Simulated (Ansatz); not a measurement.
A geometry of Ti₃Al away from equilibrium: step 2 of the relaxation of a relaxed Ti3Al cell deformed by the Cartesian strain tensor (xx, yy, zz, yz, xz, xy) = (0.060, -0.006, 0.110, 0.025, 0.011, -0.062). The numbers are results of PBEsol (plane waves to 420 eV, PAW, scalar-relativistic; Ansatz, a program for electronic structure), not measurements. Γ-centred k-mesh 7×7×7 on the run's cell (coarser than for final values), Fermi–Dirac smearing 0.05 eV. The plane waves were selected for a different cell earlier on the path.

```yaml
crystal:
  lattice:
    - [5.82690, -0.24065, 0.04641]
    - [-3.12179, 4.94796, 0.07101]
    - [0.03847, 0.08972, 4.86614]
  atoms:
    - { symbol: Ti, position: [0.83085, 0.66529, 0.24921] }
    - { symbol: Ti, position: [0.17275, 0.82722, 0.74990] }
    - { symbol: Ti, position: [0.33419, 0.16877, 0.25059] }
    - { symbol: Ti, position: [0.16915, 0.33471, 0.75079] }
    - { symbol: Ti, position: [0.82725, 0.17278, 0.25010] }
    - { symbol: Ti, position: [0.66581, 0.83123, 0.74941] }
    - { symbol: Al, position: [0.33348, 0.66670, 0.24989] }
    - { symbol: Al, position: [0.66652, 0.33330, 0.75011] }
```

Question: Give the Cartesian forces on all atoms (eV/Å).

Answer: 
```
atom     Fx     Fy     Fz
----  -----  -----  -----
Ti1   -0.06   0.12  -0.08
Ti2    0.28  -0.16  -0.01
Ti3   -0.15  -0.01   0.07
Ti4    0.06  -0.12   0.08
Ti5   -0.28   0.16   0.01
Ti6    0.15   0.01  -0.07
Al7   -0.02   0.01   0.00
Al8    0.02  -0.01   0.00
```

The path ends in P6₃/mmc (No. 194) (AFLOW prototype A3B_hP8_194_h_c (D0_19, as in Ni3Sn)). No spin polarisation in the result.

The run could not lose the symmetry of its start.
